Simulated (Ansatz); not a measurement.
The relaxed structure here is a generated cell of ZnS: the first start was made by placing the elements on the sites of a structure type, and the end was not matched to a known phase here, so it may be hypothetical. Known forms of ZnS include space group No. 186, 216.

A structure of ZnS relaxed with PBEsol (plane waves to 420 eV, PAW, scalar-relativistic; Ansatz, a first-principles code); single points at other levels follow on the same geometry (Ansatz, PAW; HSE06 at 420 eV on a 4×4×6 k-mesh; no spin-orbit coupling). Space group P4₂/mnm (No. 136).

```cif
data_S4Zn4
_chemical_formula_sum 'S4 Zn4'
_space_group_name_H-M_alt 'P 1'
_space_group_IT_number 1
_cell_length_a 6.51713
_cell_length_b 6.51713
_cell_length_c 3.80904
_cell_angle_alpha 90.000
_cell_angle_beta 90.000
_cell_angle_gamma 90.000
loop_
_space_group_symop_operation_xyz
  'x, y, z'
loop_
_atom_site_label
_atom_site_type_symbol
_atom_site_fract_x
_atom_site_fract_y
_atom_site_fract_z
_atom_site_occupancy
S1 S 0.31349 0.68651 0.00000 1
S2 S 0.81349 0.81349 0.50000 1
S3 S 0.18651 0.18651 0.50000 1
S4 S 0.68651 0.31349 0.00000 1
Zn1 Zn 0.32528 0.32528 0.00000 1
Zn2 Zn 0.82528 0.17472 0.50000 1
Zn3 Zn 0.17472 0.82528 0.50000 1
Zn4 Zn 0.67472 0.67472 0.00000 1
```

```csv
level,gap (eV),kind,conduction minimum
PBEsol,2.24,direct,Γ
HSE06,…,–,…
```

What belongs in the gaps?


- HSE06, gap (eV): 3.60
- HSE06, conduction minimum: Γ

No spin polarisation in the result.

The run could not lose the symmetry of its start: the end is stationary, and may be a saddle point rather than a minimum.
